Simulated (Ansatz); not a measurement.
InBi:
```
InBi
1.0
    0.00000     3.32246     3.32246
    3.32246     0.00000     3.32246
    3.32246     3.32246     0.00000
In Bi
1 1
Direct
  0.00000   0.00000   0.00000
  0.75000   0.75000   0.75000
```

Relaxed with LDA. Special points in fractions of this cell's reciprocal vectors: Γ (0.000, 0.000, 0.000); X (0.500, 0.000, 0.500); U (0.625, 0.250, 0.625); K (0.375, 0.375, 0.750); L (0.500, 0.500, 0.500); W (0.500, 0.250, 0.750).

### Question
List the band energies nearest the Fermi level at these points for plane-wave PAW LDA (Ansatz code).

### Answer
In eV from the Fermi level; about four levels below and three above (degenerate sets whole), none deeper than 8.9 eV; points with the same levels are listed once.

```csv
k,below,above
Γ,-1.75,0.10 0.10 0.10
X,-5.90 -2.15 -2.15,1.08 1.27 7.81 7.81
U,-5.78 -2.98 -1.81,1.39 3.51 5.74
L,-5.66 -0.91 -0.91 -0.13,3.81 3.81 5.69
W,-5.79 -2.74 -2.59,3.36 3.52 4.01
```

Space group F-43m (zinc blende). The first step of the workflow began from a Materials Project structure, measured or hypothetical; the Crystallography Open Database copy checked does not list it. COD files the formula under space group No. 129, so this cell is another polymorph or a model. With In and Bi taken as one species the cell has the higher symmetry Fd-3m, so it may be an ordered model of a mixed-site phase. Whether it is the stable phase at ambient conditions was not checked. The LDA relaxation kept the symmetry of its start; phonons on a q-mesh show no instability. Scalar-relativistic: spin–orbit coupling is off unless named, which matters more the heavier the elements.

Potentials: the later of the program's two PAW sets.
